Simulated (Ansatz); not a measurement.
# Profile along the Co–Co line in Co (hcp, Mg type)

Co (hcp, Mg type)

```xyz
2
Lattice="2.4939 0.0000 0.0000 -1.2470 2.1598 0.0000 0.0000 0.0000 4.0317" Properties=species:S:1:pos:R:3 pbc="T T T"
Co     0.0000     1.4399     3.0238
Co     1.2470     0.7199     1.0079
```

Fields along a shortest Co–Co line of a (1 -1 0 0) plane (2.49 Å), from Co to Co, interpolated on the slice's grid (step about 0.1 Å). Method: PBE (plane waves to 420 eV, PAW, scalar-relativistic; Ansatz, a first-principles code). k mesh 21×21×12. Near the nuclei the fields are pseudised (PAW); where an atom keeps semicore shells as valence, they peak there. Co was relaxed with its symmetry unable to fall. Relaxed Co ends ferromagnetic. The PAW data are Ansatz's earlier set. Other magnetic orders were not checked, so this need not be the ground state.

```
distance from Co (Å)  valence electron density (e/Å³)  spin density, up minus down (e/Å³)  electron localisation function  ELF of the up spins  ELF of the down spins
--------------------  -------------------------------  ----------------------------------  ------------------------------  -------------------  ---------------------
0.00                                            53.27                                6.60                               x                    x                      x
0.12                                            46.31                                5.68                               x                    x                      x
0.25                                            30.81                                3.68                               x                    x                      x
0.37                                            16.31                                1.87                               x                    x                      x
0.50                                             7.37                                0.82                               x                    x                      x
0.62                                             3.14                                0.35                            0.31                 0.32                   0.31
0.75                                             1.40                                0.16                            0.24                 0.26                   0.22
0.87                                             0.71                                0.06                            0.20                 0.21                   0.18
1.00                                             0.45                                0.02                            0.19                 0.18                   0.20
1.12                                             0.36                               -0.01                            0.23                 0.18                   0.29
1.25                                             0.34                               -0.01                            0.25                 0.19                   0.33
1.37                                             0.36                               -0.01                            0.23                 0.18                   0.29
1.49                                             0.45                                0.02                            0.19                 0.18                   0.20
1.62                                             0.71                                0.06                            0.20                 0.21                   0.18
1.74                                             1.40                                0.16                            0.24                 0.26                   0.22
1.87                                             3.14                                0.35                            0.31                 0.32                   0.31
1.99                                             7.37                                0.82                               x                    x                      x
2.12                                            16.31                                1.87                               x                    x                      x
2.24                                            30.81                                3.68                               x                    x                      x
2.37                                            46.31                                5.68                               x                    x                      x
2.49                                            53.27                                6.60                               x                    x                      x
```

x: too close to a nucleus for the ELF to mean much.

Density on the Co–Co line (2.49 Å) at its midpoint: 0.34 e/Å³. ELF at that point: 0.3.
